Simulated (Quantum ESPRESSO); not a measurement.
Kohn-Sham bands of PtS2 (CdI2 type)

```
CELL_PARAMETERS angstrom
      3.54874     0.00000     0.00000
     -1.77437     3.07330     0.00000
      0.00000     0.00000     5.59707
ATOMIC_POSITIONS crystal
  Pt 0.00000 0.00000 0.00000
  S  0.66667 0.33333 0.77966
  S  0.33333 0.66667 0.22034
```

Materials Project entry mp-762; symmetrised, unrelaxed at this level. COD (Crystallography Open Database) has an entry of this formula and space group (matched by these alone). Level: PBEsol, spinors with spin-orbit coupling; pw.x of Quantum ESPRESSO at 68 Ry with PseudoDojo potentials, 6×6×4 k-points, Wannier90. Density: 12×12×6 mesh, cold smearing 0.01 Ry. The cell is built of weakly bound layers, chains or molecules, whose nearest atoms lie 3.74 Å apart. Database cells relaxed without dispersion often hold them too far apart, which can enlarge gaps and weakens couplings between them; spacing and stacking were not compared with the measured crystal.

Question: List the Kohn-Sham levels between −8 and 4.0 eV relative to the valence-band maximum at the high-symmetry points, as a band run of pw.x on that density gives them (levels within 2 meV counted together).

Answer: 
```json
[
 {"point": "Γ", "k (reciprocal lattice)": "0.000 0.000 0.000", "levels (eV)": "-6.43 (×2), -6.33 (×2), -5.96 (×2), -3.58 (×2), -3.36 (×2), -1.53 (×2), -0.88 (×2), -0.63 (×2), -0.23 (×2), 2.50 (×2), 2.76 (×2)"},
 {"point": "M", "k (reciprocal lattice)": "0.500 0.000 0.000", "levels (eV)": "-6.97 (×2), -5.70 (×2), -4.70 (×2), -4.19 (×2), -3.14 (×2), -2.70 (×2), -2.46 (×2), -2.41 (×2), -1.90 (×2), 2.05 (×2), 2.72 (×2)"},
 {"point": "K", "k (reciprocal lattice)": "0.333 0.333 0.000", "levels (eV)": "-6.08 (×2), -5.95 (×2), -5.67 (×2), -4.36 (×2), -3.85 (×2), -3.09 (×2), -2.65 (×2), -1.20 (×2), -0.99 (×2), 1.22 (×2), 1.37 (×2)"},
 {"point": "A", "k (reciprocal lattice)": "0.000 0.000 0.500", "levels (eV)": "-6.42 (×2), -6.10 (×2), -5.46 (×2), -3.51 (×2), -3.37 (×2), -2.04 (×2), -0.95 (×2), -0.92 (×2), -0.73 (×2), 2.71 (×2), 2.97 (×2)"},
 {"point": "L", "k (reciprocal lattice)": "0.500 0.000 0.500", "levels (eV)": "-7.07 (×2), -5.71 (×2), -4.69 (×2), -4.60 (×2), -3.18 (×2), -2.57 (×2), -2.50 (×2), -2.02 (×2), -1.44 (×2), 2.26 (×2), 2.56 (×2)"},
 {"point": "H", "k (reciprocal lattice)": "0.333 0.333 0.500", "levels (eV)": "-6.04 (×2), -5.88 (×2), -5.76 (×2), -4.26 (×2), -3.84 (×2), -3.11 (×2), -3.01 (×2), -1.46 (×2), -1.25 (×2), 2.06 (×2), 2.11 (×2)"}
]
```
